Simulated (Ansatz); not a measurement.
One crystal and one scan (energy against volume) at two levels, PBE (plane waves to 420 eV, PAW, scalar-relativistic; Ansatz, a quantum-chemistry and plane-wave program) and r2SCAN (plane waves to 500 eV, PAW, scalar-relativistic; Ansatz), each from its own relaxed cell and on its own mesh. The cell shown is that of PBE.

TiO2 (anatase)

```yaml
crystal:
  lattice:
    - [-1.89940, 1.89940, 4.85040]
    - [1.89940, -1.89940, 4.85040]
    - [1.89940, 1.89940, -4.85040]
  atoms:
    - { symbol: Ti, position: [0.50000, 0.50000, 0.00000] }
    - { symbol: Ti, position: [0.25000, 0.75000, 0.50000] }
    - { symbol: O, position: [0.29355, 0.29355, 0.00000] }
    - { symbol: O, position: [0.04355, 0.54355, 0.50000] }
    - { symbol: O, position: [0.45645, 0.95645, 0.50000] }
    - { symbol: O, position: [0.70645, 0.70645, 0.00000] }
```

This relaxed cell (volume V₀) is scaled evenly in all directions, its shape held. The atoms relax within the cell's symmetry.

Energies are smeared free energies. TiO2 is run without spin polarisation. TiO2 was relaxed with its symmetry unable to fall. With the shape held, the modulus is that of even scaling; a crystal free to change shape is softer. Percentages come from the unrounded values. Both scans cover V/V₀ from 0.840 to 1.160.

Results of PBE:

| Quantity | Value |
|---|---|
| Lattice constant a (Å) | 3.799 |
| Lattice constant c (Å) | 9.701 |
| Relaxed volume (Å³/atom) | 11.67 |
| Band gap of the relaxed cell, no spin-orbit coupling (eV) | 2.13 |
| Pressure at the smallest volume (GPa) | 48.2 |
| Energy cost of the largest compression (meV/atom) | 240.3 |
| Energy cost of the largest expansion (meV/atom) | 132.8 |
| Bulk modulus at fixed cell shape B₀ (third-order Birch-Murnaghan fit) (GPa) | 187.2 |
| Pressure for 5 % compression (fit) (GPa) | 10.8 |

Problem. What does r2SCAN give for the same quantities?

Solution. 
```
quantity                                                                     r2SCAN     PBE − r2SCAN
---------------------------------------------------------------------------  ------  ---------------
Lattice constant a (Å)                                                        3.778  +0.021 (+0.6 %)
Lattice constant c (Å)                                                        9.584  +0.117 (+1.2 %)
Relaxed volume (Å³/atom)                                                      11.40   +0.27 (+2.3 %)
Band gap of the relaxed cell, no spin-orbit coupling (eV)                      2.53    -0.40 (-16 %)
Pressure at the smallest volume (GPa)                                          52.9    -4.7 (-8.8 %)
Energy cost of the largest compression (meV/atom)                             258.0   -17.7 (-6.8 %)
Energy cost of the largest expansion (meV/atom)                               143.4   -10.6 (-7.4 %)
Bulk modulus at fixed cell shape B₀ (third-order Birch-Murnaghan fit) (GPa)   206.4   -19.2 (-9.3 %)
Pressure for 5 % compression (fit) (GPa)                                       11.9      -1.1 (-9 %)
```

PBE gives the higher value for: lattice constant a; lattice constant c; relaxed volume. PBE gives the lower value for: band gap of the relaxed cell, no spin-orbit coupling; pressure at the smallest volume; energy cost of the largest compression; energy cost of the largest expansion; bulk modulus at fixed cell shape B₀; pressure for 5 % compression. Neither level is exact: the differences show how much the result hangs on the functional.

(A scan under strain: stresses follow from slopes of the energy per volume, elastic moduli from its curvatures.)
